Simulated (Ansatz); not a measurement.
**Field gradients of SiO₂ from run to run**

Cell of run 1: a COD entry, atoms as given.

```
Si O
1.0
     4.97170    0.00000    0.00000
     0.00000    4.97170    0.00000
     0.00000    0.00000    6.92230
Si O
4 8
Direct
  0.30028 0.30028 0.00000
  0.19972 0.80028 0.25000
  0.69972 0.69972 0.50000
  0.80028 0.19972 0.75000
  0.23920 0.10440 0.17870
  0.39560 0.73920 0.42870
  0.76080 0.89560 0.67870
  0.60440 0.26080 0.92870
  0.73920 0.39560 0.57130
  0.89560 0.76080 0.32130
  0.26080 0.60440 0.07130
  0.10440 0.23920 0.82130
```

Atoms are numbered from 1 in the order listed; like atoms form one site, named after its first atom.

Relaxed positions (PBE, cell held):

```
CELL_PARAMETERS angstrom
4.97170 0.00000 0.00000
0.00000 4.97170 0.00000
0.00000 0.00000 6.92230
ATOMIC_POSITIONS crystal
Si 0.30536 0.30536 0.00000
Si 0.19464 0.80536 0.25000
Si 0.69464 0.69464 0.50000
Si 0.80536 0.19464 0.75000
O 0.23669 0.11677 0.18542
O 0.38323 0.73669 0.43542
O 0.76331 0.88323 0.68542
O 0.61677 0.26331 0.93542
O 0.73669 0.38323 0.56458
O 0.88323 0.76331 0.31458
O 0.26331 0.61677 0.06458
O 0.11677 0.23669 0.81458
```

All runs are DFT with Ansatz 0.2.0 (plane waves and PAW, scalar-relativistic unless spin–orbit coupling is named, Γ-centred meshes, Fermi–Dirac smearing where given) in this cell.

Run 1: PBE, gradients read without the response of the cores, atoms as given; 420 eV, 5×5×4 k-points, smearing 0.02 eV.
Run 2: PBE, gradients read without the response of the cores, atoms relaxed; 420 eV, 5×5×4 k-points, smearing 0.02 eV.
Run 3: r2SCAN, gradients read without the response of the cores, at the relaxed atoms; 500 eV, 5×5×4 k-points, smearing 0.02 eV.

```json
{"run": "1", "Si V_zz (η)": "-0.33 (0.97)", "O V_zz (η)": "9.39 (0.14)"}
{"run": "2", "Si V_zz (η)": "-0.35 (0.82)", "O V_zz (η)": "9.74 (0.20)"}
{"run": "3", "Si V_zz (η)": "?", "O V_zz (η)": "?"}
```

V_zz in 10²¹ V/m².

(1) Estimate the row of run 3.

Results:

(1) Si: -0.34 (0.77); O: 9.66 (0.20). It lies nearest to run 2, from whose tensors on these sites it differs by 0.09 at most (largest principal value of the difference, on O). Taken one at a time, the positions of the atoms (as given or relaxed) move the tensors on these sites by up to 0.53 (largest principal value of the change, on O), the functional (r2SCAN with its higher cutoff) by 0.09 (O).

In runs 1, 3 the atoms aren't at the calculated equilibrium (largest force 0.47, 0.31 eV/Å). The cell isn't the equilibrium one in run 1 (calculated pressure 8 GPa), and the entry's cell may itself be off.
